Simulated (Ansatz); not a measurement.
Relaxation of a generated cell, AlNi built in the AFLOW prototype AB_tP4_129_c_c (B11, as in TiCu); 4 atoms in the cell, which starts as P4/nmm, origin choice 1 (No. 129), tP4; a = b = 2.967 Å, c = 5.652 Å, α = β = γ = 90.00°. Computed with r2SCAN (plane waves to 500 eV, PAW, scalar-relativistic; Ansatz, a quantum-chemistry and plane-wave program). Γ-centred k-mesh 11×11×6 on the run's cell (coarser than for final values), Fermi–Dirac smearing 0.05 eV. This is the first round of the run. Spin-polarised start, with parallel moments on Ni.

The optimiser's lines from the output (shortened; P is positive under compression):

```
relax step   1: F+E_penalty+E_count = -12772.43615955 eV  Δ(F+E_penalty+E_count) = +0.000e0 eV  max|allowed force component| = 1.979e0 eV/Å  Δτ_max = 0.0000 Å  P = +0.558 GPa  Ω = 49.750 Å³  (23 SCF iters, dr2 threshold 1.00e-7 eV, accepted)
relax step   2: F+E_penalty+E_count = -12772.73529761 eV  Δ(F+E_penalty+E_count) = -2.991e-1 eV  max|allowed force component| = 1.556e0 eV/Å  Δτ_max = 0.0523 Å  P = -0.832 GPa  Ω = 49.844 Å³  (16 SCF iters, dr2 threshold 4.00e-7 eV, accepted)
relax step   3: F+E_penalty+E_count = -12773.03127880 eV  Δ(F+E_penalty+E_count) = -2.960e-1 eV  max|allowed force component| = 4.717e-1 eV/Å  Δτ_max = 0.1967 Å  P = +5.241 GPa  Ω = 47.821 Å³  (16 SCF iters, dr2 threshold 4.00e-7 eV, accepted)
relax step   4: F+E_penalty+E_count = -12773.07542506 eV  Δ(F+E_penalty+E_count) = -4.415e-2 eV  max|allowed force component| = 5.090e-2 eV/Å  Δτ_max = 0.0323 Å  P = -1.998 GPa  Ω = 49.716 Å³  (16 SCF iters, dr2 threshold 4.00e-7 eV, accepted)
relax step   5: F+E_penalty+E_count = -12773.08308916 eV  Δ(F+E_penalty+E_count) = -7.664e-3 eV  max|allowed force component| = 1.740e-2 eV/Å  Δτ_max = 0.0009 Å  P = -0.254 GPa  Ω = 49.193 Å³  (12 SCF iters, dr2 threshold 4.00e-7 eV, accepted)
relax step   6: F+E_penalty+E_count = -12773.08330714 eV  Δ(F+E_penalty+E_count) = -2.180e-4 eV  max|allowed force component| = 7.106e-3 eV/Å  Δτ_max = 0.0016 Å  P = +0.013 GPa  Ω = 49.108 Å³  (9 SCF iters, dr2 threshold 4.00e-7 eV, accepted)
relax step   7: F+E_penalty+E_count = -12773.08331304 eV  Δ(F+E_penalty+E_count) = -5.897e-6 eV  max|allowed force component| = 9.267e-4 eV/Å  Δτ_max = 0.0006 Å  P = +0.003 GPa  Ω = 49.106 Å³  (10 SCF iters, dr2 threshold 3.63e-9 eV, accepted)
relax step   8: F+E_penalty+E_count = -12773.08350870 eV  Δ(F+E_penalty+E_count) = -1.957e-4 eV  max|allowed force component| = 8.780e-4 eV/Å  Δτ_max = 0.0000 Å  P = -0.000 GPa  Ω = 49.106 Å³  stress off target by 3.14e-2 GPa  SCF on the basis re-selected at this cell (its energy is not comparable with the rows above)  (13 SCF iters)
relax step   9: F+E_penalty+E_count = -12773.08351003 eV  Δ(F+E_penalty+E_count) = -1.329e-6 eV  max|allowed force component| = 4.274e-4 eV/Å  Δτ_max = 0.0001 Å  P = -0.002 GPa  Ω = 49.108 Å³  (8 SCF iters, dr2 threshold 2.46e-9 eV, accepted)
relax step  10: F+E_penalty+E_count = -12773.08351139 eV  Δ(F+E_penalty+E_count) = -1.369e-6 eV  max|allowed force component| = 4.088e-4 eV/Å  Δτ_max = 0.0000 Å  P = -0.001 GPa  Ω = 49.108 Å³  stress off target by 1.64e-3 GPa  SCF on the basis re-selected at this cell (its energy is not comparable with the rows above)  (14 SCF iters)
```

From the first to the last row the energy changes by -0.16 eV/atom and the volume by -1.3 %. The last row is marked as not comparable with the walk above it, whose basis was carried along; it does compare with step 1, since both stand on a basis selected at the nominal cutoff for their own cell.

Later rounds, restarted from the end of this one on a renewed k-mesh, logged 6 more steps and released under 0.01 eV/atom more. The final structure after all rounds: P4/nmm, origin choice 1 (No. 129), tP4, AFLOW prototype AB_tP4_129_c_c (B11, as in TiCu); a = 3.061 Å, b = 3.061 Å, c = 5.242 Å, α = 90.00°, β = 90.00°, γ = 90.00°. Between re-selections the logged energies stand on a plane-wave basis carried along with the cell. No spin polarisation in the result: the starting moments vanished. A magnetic state may lie lower.

The run could not lower the symmetry of its start; a shaken copy of this end point relaxes with r2SCAN to Pmmn (No. 59), 0.02 eV/atom lower.

The relaxed structure here is a generated cell of AlNi: the first start was made by placing the elements on the sites of a structure type, and the end was not matched to a known phase here, so it may be hypothetical. Known forms of AlNi include space group No. 221.
